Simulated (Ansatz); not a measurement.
SiO₂:
```
SiO2
1.0
   -4.92017     4.27185     2.55117
    4.92017    -4.27185     2.55117
    4.92017     4.27185    -2.55117
Si O
4 8
Direct
  0.14972   0.59170   0.74220
  0.84950   0.40753   0.25780
  0.14972   0.90753   0.05803
  0.84950   0.09170   0.94197
  0.07749   0.34954   0.84581
  0.50373   0.23168   0.15419
  0.07749   0.73168   0.22795
  0.50373   0.84954   0.77205
  0.93779   0.93779   0.00000
  0.93779   0.43779   0.50000
  0.87598   0.22633   0.14966
  0.07667   0.72633   0.85034
```

x, y and z are the axes in which the lattice vectors are written.

Give the proper piezoelectric stress tensor with relaxed ions from r²SCAN in the plane-wave PAW code Ansatz.

In C/m², rows x, y, z, Voigt columns; mesh uncertainty up to 0.00.
```
 0.00   0.00   0.00   0.00  -0.05   0.00
 0.00   0.00   0.00  -0.04   0.00   0.00
-0.17  -0.17   0.13   0.00   0.00   0.00
```

The elastic tensor of the same run (GPa):

```
 61.7   55.0    0.7    0.0    0.0    0.0
 55.0   72.7  -15.7    0.0    0.0    0.0
  0.7  -15.7   64.2    0.0    0.0    0.0
  0.0    0.0    0.0   11.3    0.0    0.0
  0.0    0.0    0.0    0.0   20.9    0.0
  0.0    0.0    0.0    0.0    0.0   49.5
```

Convert to strain constants d = e·S.

In pC/N:
```
 0.0   0.0   0.0   0.0  -2.2   0.0
 0.0   0.0   0.0  -3.8   0.0   0.0
-3.4   0.7   2.2   0.0   0.0   0.0
```

Space group Ima2. The first step of the workflow began from a Materials Project structure, measured or hypothetical; the Crystallography Open Database copy checked does not list it. It is not the phase usual at ambient conditions (space group No. 92, 152, 154). The r²SCAN relaxation kept the symmetry of its start; its stability against distortions is not shown here. Signs of piezoelectric constants follow the polarity of the cell as given.

Potentials: the earlier of the program's two PAW sets. The files were generated under PBE; for other functionals the program regenerates the frozen cores, and for LDA and PBEsol the local potential too.
